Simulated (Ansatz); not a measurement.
# Computed energy against volume: Cu2O (cuprite type, space group Pn-3m)

Cu₂O (cuprite type, space group Pn-3m)

```cif
data_Cu4O2
_chemical_formula_sum 'Cu4 O2'
_space_group_name_H-M_alt 'Pn-3m :1'
_space_group_IT_number 224
_space_group_name_Hall 'P 4n 2 3 -1n'
_cell_length_a 4.29909
_cell_length_b 4.29909
_cell_length_c 4.29909
_cell_angle_alpha 90.000
_cell_angle_beta 90.000
_cell_angle_gamma 90.000
loop_
_atom_site_label
_atom_site_type_symbol
_atom_site_symmetry_multiplicity
_atom_site_Wyckoff_symbol
_atom_site_fract_x
_atom_site_fract_y
_atom_site_fract_z
_atom_site_occupancy
Cu1 Cu 4 c 0.75000 0.75000 0.75000 1
O1 O 2 a 0.00000 0.00000 0.00000 1
```

This relaxed cell (volume V₀) is scaled evenly in all directions, its shape held. Symmetry pins the atoms to their sites.

These are PBE (plane waves to 420 eV, PAW, scalar-relativistic; Ansatz, a quantum-chemistry and plane-wave program) values and carry that method's errors. k mesh 8×8×8 (Γ-centred), Fermi-Dirac smearing 0.05 eV. The energy includes the smearing's −TS. Compression counts positive. Cu2O is run without spin polarisation. Cu2O was relaxed with its symmetry unable to fall. The PAW data are Ansatz's earlier set. ΔE is measured from the relaxed starting cell.

```csv
V/V₀,ΔE (meV/atom),P (GPa)
0.940,18.6,7.96
0.955,10.2,5.71
0.970,4.4,3.64
0.985,1.1,1.74
1.000,0.0,-0.01
1.015,1.0,-1.61
1.030,3.9,-3.08
1.045,8.6,-4.43
1.060,14.9,-5.66
```

What the scan shows:

```yaml
pressure_at_the_smallest_volume: 7.96 GPa
energy_cost_of_the_largest_compression: 18.6 meV/atom
energy_cost_of_the_largest_expansion: 14.9 meV/atom
Bulk modulus B₀ (third-order Birch-Murnaghan fit): 111 GPa
Pressure derivative B₀′ (fit): 4.8
equilibrium_volume_of_the_fit: 13.24 Å³/atom
Pressure for 5 % compression (fit): 6.5 GPa
```

(Under strain, the slope of the energy per volume gives the stress and its curvature an elastic modulus.)
